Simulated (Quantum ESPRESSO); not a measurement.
```xyz
10
Lattice="0.0000 4.6007 4.6007 4.6007 0.0000 4.6007 4.6007 4.6007 0.0000" Properties=species:S:1:pos:R:3 pbc="T T T"
F      4.6007     4.6007     6.9997
F      4.6007     4.6007     2.2017
F      6.9997     4.6007     4.6007
F      2.2017     4.6007     4.6007
F      4.6007     6.9997     4.6007
F      4.6007     2.2017     4.6007
Na     4.6007     4.6007     4.6007
Y      0.0000     0.0000     0.0000
Cs     2.3004     2.3004     2.3004
Cs     6.9011     6.9011     6.9011
```

The geometry is that of Materials Project entry mp-13925, symmetrised and not relaxed again.

**Question.** What does norm-conserving PBEsol (Quantum ESPRESSO, 88 Ry, no spin-orbit coupling) give for the electronic structure near the Fermi level?

**Answer.** The PBEsol gap is direct, 6.73 eV at Γ. Another valence extremum on the path lies within 0.02 eV, too close to call.
